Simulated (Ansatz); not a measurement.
## Computed properties of Sb₂Au

Sb2Au:
```
Sb2Au
1.0
    0.00000     3.38707     3.38707
    3.38707     0.00000     3.38707
    3.38707     3.38707     0.00000
Au Sb
1 2
Direct
  0.00000   0.00000   0.00000
  0.25000   0.25000   0.25000
  0.75000   0.75000   0.75000
```

Space group Fm-3m (No. 225), fluorite or antifluorite type; conventional cell a = b = c = 6.7741 Å, α = β = γ = 90.00°.

Method: DFT-PBEsol in the program Ansatz with PAW potentials. Structure relaxed to zero pressure with the same functional. Other levels are named where they apply.

Cell and energy:

| Quantity | Result |
|---|---|
| Volume per atom | 25.90 Å³ |
| Density | 9.41 g/cm³ |
| Formation energy from the elements (no fitted shifts) | 0.061 eV/atom |

Electronic structure:

| Property | Result |
|---|---|
| Electronic character | metallic (no gap) |
| Density of states at the Fermi level | 0.32 states/eV per atom (mean over ±0.08 eV) |
| Gap with spin–orbit coupling | none (metallic) |

Mechanics:

| Quantity | Result |
|---|---|
| Bulk modulus (Birch–Murnaghan fit) | 83.3 GPa |
| Pressure derivative B′ | 4.9 |
| Elastic constants (relaxed ions, GPa) | C11 = 99.9, C12 = 75.1, C44 = -4.9 |
| Mechanical stability | unstable (C has a negative eigenvalue) |

Phonons:

| Quantity | Value |
|---|---|
| Highest zone-centre frequency | 105 cm⁻¹ |
| Zone-centre stability | no imaginary mode at Γ |

The workflow started from an entry of the Crystallography Open Database (COD), which files this formula under 2 space groups. Its standing as an ambient phase is unchecked. The PBEsol relaxation kept the symmetry of its start. As this level gives no gap, shear constants depend on the k-mesh and smearing (Fermi–Dirac, 0.1 eV here). As this level gives no gap, phonon frequencies hold no LO–TO term and depend on the k-mesh and smearing (Fermi–Dirac, 0.1 eV here). The references are the lowest solids computed at this level, not always the standard phases. Spin–orbit coupling is left out wherever it is not named.

Potentials: the later of the program's two PAW sets.
